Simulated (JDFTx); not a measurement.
System: Cd(1 1 -2 2) (P6_3/mmc bulk; lattice of mp-94, not re-optimised at this level), 1x1 cell of 12 atoms in 6 planes, area 33.76 Å² a face, 6.7 Å between the outermost planes in a cell 22.6 Å high; k mesh 4×4×1, Fermi width 0.01 Ha, no spin polarisation.

All numbers are PBE, GBRV ultrasoft potentials, plane waves to 20/100 Ha results from JDFTx (a modified build), not measurements. Liquid on both sides: CANDLE, water, 2 M KF; nuclei fixed. At negative charge CANDLE's numbers also depend on the cell height, by up to tenths of a volt.

Charging data:

```csv
U − U_pzc (V),σ (μC/cm²)
-0.52,-23.90
-0.17,-3.94
0.00,0.00
0.13,1.98
0.26,4.00
0.48,7.69
0.88,14.89
```

Working it through: a check of Lippmann's equation. The grand free energy per area against the neutral slab, Δγ = [F(N) − F(N₀) − μ(N − N₀)]/2A, is taken from the total energies of the same runs.

| U − U_pzc (V) | Δγ (mJ/m²) |
|---|---|
| -0.52 | -54.7 |
| -0.17 | -2.9 |
| 0.00 | 0.0 |
| 0.13 | -1.3 |
| 0.26 | -5.1 |
| 0.48 | -18.0 |
| 0.88 | -62.9 |

Δγ is largest at zero charge and falls away from it, as dγ/dU = −σ demands. At 0.88 V the computed -62.9 mJ/m² stands beside -65.4 mJ/m² from the constant-capacitance formula.
